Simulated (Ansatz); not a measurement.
Pb:
```
CELL_PARAMETERS angstrom
      0.00000     2.48555     2.48555
      2.48555     0.00000     2.48555
      2.48555     2.48555     0.00000
ATOMIC_POSITIONS crystal
  Pb 0.00000 0.00000 0.00000
```

This is the r²SCAN+D4-relaxed structure.

### Question
All from plane-wave PAW r²SCAN+D4 (Ansatz code), unless another level is named. Predict the Poisson's ratio.

### Answer
0.39.

### Question
Give the elastic constants (relaxed ions, GPa).

### Answer
C11 = 52.6, C12 = 42.7, C44 = 17.1.

Space group Fm-3m (fcc (Cu type)). Symmetry was held in the r²SCAN+D4 relaxation. The pairwise dispersion correction was not fitted to metals. As this level gives no gap, shear constants depend on the k-mesh and smearing (Fermi–Dirac, 0.1 eV here). Scalar-relativistic: spin–orbit coupling is off unless named, which matters more the heavier the elements.

Potentials: the later of the program's two PAW sets.
